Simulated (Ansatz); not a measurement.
**CdPd (P4/mmm) as a metal**

```
CELL_PARAMETERS angstrom
2.96438 0.00000 0.00000
0.00000 2.96438 0.00000
0.00000 0.00000 3.62244
ATOMIC_POSITIONS crystal
Cd 0.00000 0.00000 0.00000
Pd 0.50000 0.50000 0.50000
```

Conventional cell: a = 2.964 Å, b = 2.964 Å, c = 3.622 Å, α = 90.00°, β = 90.00°, γ = 90.00°. Cd (atom 1) has 8 Pd at 2.77 Å and 4 Cd at 2.96 Å as nearest neighbours. Pd (atom 2) is surrounded by 8 Cd at 2.77 Å and 4 Pd at 2.96 Å.

Unless marked otherwise, the numbers come from LDA, all-electron LAPW in Ansatz 0.2.0, scalar-relativistic. k mesh 14×14×12, fine mesh 20×20×16, Fermi-Dirac smearing of 0.100 eV, basis error target 1 meV/atom. The cell was relaxed by PAW under this functional, which moved its volume by -4 % from the database entry's. This phase needn't be the one found at ambient conditions.

Levels and slopes are solved on a 20×20×16 mesh, and each state is taken as quadratic over its cell.

What is the density of states at the Fermi level, and which bare Sommerfeld coefficient follows?

N(E_F) = 0.229 states/eV/atom (both spins), so γ = (π²/3) k_B² N(E_F) = 0.54 mJ/(mol-atom K²) without electron-phonon or spin-fluctuation enhancement.

What Drude plasma energy and σ/τ do the band velocities give?

(ħω_p,α)² = (e²/ε₀VN_k) Σ_nkσ (∂E/∂k_α)² δ(E − E_F) gives ħω_p = (6.20, 6.20, 8.54) eV along x, y, z, and σ/τ = ε₀ω_p² = 7.85×10²⁰ Ω⁻¹m⁻¹s⁻¹ along x. Weighted by the density of states, the mean Fermi speed is 1.11×10⁶ m/s; the surface has an area of 13.1 Å⁻² for each spin direction.

Which bands cross the Fermi level, and what do they carry?

| band | filled part | N (states/eV/cell) | speed (10⁶ m/s) | 5th to 95th percentile | area (Å⁻²) | filling |
| --- | --- | --- | --- | --- | --- | --- |
| 1 | 0.85 | 0.202 | 1.17 | 0.73 to 1.45 | 6.05 | partly filled |
| 2 | 0.15 | 0.255 | 1.07 | 0.34 to 1.41 | 7.01 | partly filled |

Map the plane k₃ = 0 of the mesh: how many bands lie under the Fermi level at each point, counted from the least on the plane?

k₁ runs to the right and k₂ upwards, each from −½ to ½ with 0 in the middle (the axes needn't be at right angles):
```
00000000000000000000
00000000000000000000
00000000000000000000
00000000000000000000
00000000000000000000
00000000000000000000
00000000000000000000
00000000000000000000
00000000000000000000
00000000000000000000
00000000000000000000
00000000000000000000
00000000000000000000
00000000000000000000
00000000000000000000
00000000000000000000
00000000000000000000
00000000000000000000
00000000000000000000
10000000000000000000
```

On PAW files the program sums the optical response inside the mesh cells, interband lines and its own Drude term. Where does ε₁ rise through zero (a sharp plasmon if ε₂ is small there), and how much light is reflected?

```json
{
 "Fine mesh": "20, 20, 16",
 "Window top": "30 eV",
 "Line width": "0.1 eV",
 "Drude damping": "0.03 eV",
 "ε₁ rises through zero at x": "3.33, 6.12 eV",
 "ε₂ there x": "6.79, 3.92",
 "ε₁ rises through zero at z": "6.32 eV",
 "ε₂ there z": "3.57",
 "Plasma energy (x, y, z)": "6.34, 6.34, 8.683 eV",
 "Reflectivity at 1 eV, x-polarised": "0.804",
 "Reflectivity at 2 eV, x-polarised": "0.5404",
 "Reflectivity at 3 eV, x-polarised": "0.4397"
}
```

The plasma energy here is the program's own sum at the run's smearing; it differs from the value above by up to 2 %, through mesh and smearing.

What does PAW give for the same cell?

N(E_F) = 0.229 states/eV/atom and ħω_p,x = 6.20 eV.

Keep in mind: filled d bands lie too high at this level, so their transitions start too early; these sums move with the mesh, by several per cent and more for small sheets; frozen-core PAW files fitted under PBE, their cores solved anew for the functional of the run.
